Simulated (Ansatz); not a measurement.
A geometry of TiPd away from equilibrium: step 2 of the relaxation of a relaxed TiPd cell stretched uniformly to 150 % of its volume. These are PBEsol (plane waves to 420 eV, PAW, scalar-relativistic; Ansatz, a program for electronic structure) values and carry that method's errors. Γ-centred k-mesh 6×10×6 on the run's cell (coarser than for final values), Fermi–Dirac smearing 0.05 eV. The plane waves were selected for a different cell earlier on the path.

```
TiPd
1.0
    4.92941     0.00000     0.00000
    0.00000     3.00302     0.00000
    0.00000     0.00000     5.27306
Ti Pd
2 2
Cartesian
  1.23235   0.00000   3.72172
  3.69705   0.00000   1.55133
  1.23235   1.50151   0.98691
  3.69705   1.50151   4.28615
```

### Question
Give the Cartesian forces on all atoms (eV/Å).

### Answer
```csv
atom,Fx,Fy,Fz
Ti1,0.00,0.00,0.37
Ti2,0.00,0.00,-0.37
Pd3,0.00,0.00,-0.09
Pd4,0.00,0.00,0.09
```

The path ends in Pmma (No. 51) (AFLOW prototype AB_oP4_51_e_f (B19, as in CdAu)). No spin polarisation in the result.

The run could not lose the symmetry of its start.

The cell that was disturbed is our relaxation of an entry of Materials Project.
